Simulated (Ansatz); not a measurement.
Nb$_{2}$O$_{5}$ in space group C2/m (No. 12; Nb on 4i, O on 4i, O on 2a, O on 4i) under volume change, r²SCAN in the plane-wave PAW code Ansatz, shape and atoms relaxed at each volume.

```json
[
 {"V (Å³/atom)": "12.764", "E − E(relaxed) (meV/atom)": "…", "P (GPa)": "…"},
 {"V (Å³/atom)": "13.185", "E − E(relaxed) (meV/atom)": "…", "P (GPa)": "…"},
 {"V (Å³/atom)": "13.606", "E − E(relaxed) (meV/atom)": "6.6", "P (GPa)": "5.28"},
 {"V (Å³/atom)": "14.027", "E − E(relaxed) (meV/atom)": "0.0", "P (GPa)": "0.00"},
 {"V (Å³/atom)": "14.448", "E − E(relaxed) (meV/atom)": "5.5", "P (GPa)": "-3.98"},
 {"V (Å³/atom)": "14.868", "E − E(relaxed) (meV/atom)": "19.8", "P (GPa)": "-6.65"},
 {"V (Å³/atom)": "15.289", "E − E(relaxed) (meV/atom)": "39.3", "P (GPa)": "-7.98"}
]
```

Q: Some entries are withheld; supply them.

A: 
- 13.185, E − E(relaxed) (meV/atom): 28.9
- 13.185, P (GPa): 11.89
- 12.764, E − E(relaxed) (meV/atom): 70.2
- 12.764, P (GPa): 19.70

Q: What does a third-order Birch–Murnaghan fit give for V₀, B₀ and B′?

A: V₀ = 14.03 Å³/atom, B₀ = 142 GPa, B′ = 8.5.

The first step of the workflow began from a Materials Project structure, measured or hypothetical; the Crystallography Open Database copy checked does not list it. COD files the formula under space group No. 3, 15, 139, so this cell is another polymorph or a model. Whether it is the stable phase at ambient conditions was not checked. Symmetry was held in the r²SCAN relaxation; whether a distortion lowers the energy is not shown. The run is not spin-polarised.

Potentials: the later of the program's two PAW sets.
